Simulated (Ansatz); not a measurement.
The relaxed structure here is a generated cell of Mo: the first start was made by placing the elements on the sites of a structure type, and the end was not matched to a known phase here, so it may be hypothetical. Known forms of Mo include space group No. 229.

A relaxed cell of Mo (Pa-3 (No. 205)), relaxed on a k-mesh at least as fine as the one used below. These are PBE (plane waves to 420 eV, PAW, scalar-relativistic; Ansatz, an electronic-structure program) values and carry that method's errors. Γ-centred k-mesh 7×7×7 on the run's cell (coarser than for final values), Fermi–Dirac smearing 0.05 eV.

```yaml
crystal:
  lattice:
    - [5.06696, 0.00000, 0.00000]
    - [0.00000, 5.06696, 0.00000]
    - [0.00000, 0.00000, 5.06696]
  atoms:
    - { symbol: Mo, position: [0.15633, 0.15633, 0.15633] }
    - { symbol: Mo, position: [0.65633, 0.34367, 0.84367] }
    - { symbol: Mo, position: [0.84367, 0.65633, 0.34367] }
    - { symbol: Mo, position: [0.34367, 0.84367, 0.65633] }
    - { symbol: Mo, position: [0.84367, 0.84367, 0.84367] }
    - { symbol: Mo, position: [0.34367, 0.65633, 0.15633] }
    - { symbol: Mo, position: [0.15633, 0.34367, 0.65633] }
    - { symbol: Mo, position: [0.65633, 0.15633, 0.34367] }
```

The atoms are displaced by (Å):

```csv
atom,ux,uy,uz
Mo1,-0.009,0.018,0.159
Mo2,-0.103,0.130,0.004
Mo3,0.151,0.155,0.051
Mo4,-0.045,0.022,-0.014
Mo5,-0.042,0.025,0.018
Mo6,-0.052,-0.064,0.084
Mo7,-0.139,-0.075,0.162
Mo8,-0.079,-0.097,-0.060
```

Problem. What forces (eV/Å) and pressure result?

Solution. 
```tsv
atom	Fx	Fy	Fz
Mo1	-0.48	-0.02	-0.82
Mo2	0.00	-0.77	-0.05
Mo3	-1.60	-1.46	0.01
Mo4	0.65	0.15	0.95
Mo5	0.19	0.24	0.07
Mo6	0.74	0.15	-0.30
Mo7	0.37	0.62	-0.71
Mo8	0.12	1.10	0.85
```

Pressure +2.2 GPa.

Problem. Estimate the energy cost of the displacement in the harmonic approximation and compare with the calculation.

Solution. For a harmonic well ΔE = −½ Σ F·u = 0.593 eV a cell, or 74 meV/atom. The calculated energy relative to the undisplaced cell is +0.08 eV/atom, so the harmonic estimate holds well.

No spin polarisation in the result.

The run that gave the undisplaced cell could not lose the symmetry of its start; a randomly shaken copy of 8 atoms returns to this structure.
